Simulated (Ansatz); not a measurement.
Os (hcp (Mg type), P6_3/mmc), a = b = 2.738 Å, c = 4.318 Å, α = β = 90.00°, γ = 120.00°.

Relaxed with r²SCAN.

### Question
Decompose the optical modes at the zone centre into irreducible representations, and say which are infrared and Raman allowed.

### Answer
Point group 6/mmm: Γ_opt = B1g + E2g. Infrared: none. Raman: E2g.

### Question
Assign frequencies (DFPT, the program Ansatz at the r²SCAN level (PAW)).

### Answer
E2g 170, B1g 219 cm⁻¹.

Subscripts of B labels follow the axes of the standard setting.

Symmetry was held in the r²SCAN relaxation; of distortions, only those at the zone centre were tested. No spin polarisation was allowed. As this level gives no gap, phonon frequencies hold no LO–TO term and depend on the k-mesh and smearing (Fermi–Dirac, 0.1 eV here). Axis ratios of metals converge slowly with the k-mesh, so a and c are less sure than the volume. Spin–orbit coupling is left out wherever it is not named.

Potentials: the later of the program's two PAW sets.
